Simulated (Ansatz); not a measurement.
# Zn5Se2S3 (I-4m2) at 3 levels of theory

One geometry, relaxed with PBE; plane waves with PAW potentials in Ansatz, scalar-relativistic. No spin polarisation. Gaps are the least over mesh and band path; pressure is positive in compression.

```yaml
crystal:
  lattice:
    - [-1.96548, 1.96548, 13.89495]
    - [1.96548, -1.96548, 13.89495]
    - [1.96548, 1.96548, -13.89495]
  atoms:
    - { symbol: Zn, position: [0.34569, 0.84569, 0.50000] }
    - { symbol: Zn, position: [0.95206, 0.45206, 0.50000] }
    - { symbol: Zn, position: [0.54794, 0.04794, 0.50000] }
    - { symbol: Zn, position: [0.15431, 0.65431, 0.50000] }
    - { symbol: Zn, position: [0.75000, 0.25000, 0.50000] }
    - { symbol: Se, position: [0.89888, 0.89888, 0.00000] }
    - { symbol: Se, position: [0.10112, 0.10112, 0.00000] }
    - { symbol: S, position: [0.70217, 0.70217, 0.00000] }
    - { symbol: S, position: [0.29783, 0.29783, 0.00000] }
    - { symbol: S, position: [0.50000, 0.50000, 0.00000] }
```

```
level  cutoff (eV)    k mesh  gap (eV)  pressure (GPa)
  PBE          420  10×10×10      1.56             0.0
```

Task: What comes out on the same cell with r2SCAN, PBEsol?

Result:
```json
{"level": "r2SCAN", "cutoff (eV)": "500", "k mesh": "10×10×10", "gap (eV)": "2.11", "pressure (GPa)": "-2.2"}
{"level": "PBEsol", "cutoff (eV)": "420", "k mesh": "10×10×10", "gap (eV)": "1.44", "pressure (GPa)": "-3.3"}
```

The structure comes from a generated guess; another structure or a mixture of phases may lie lower.
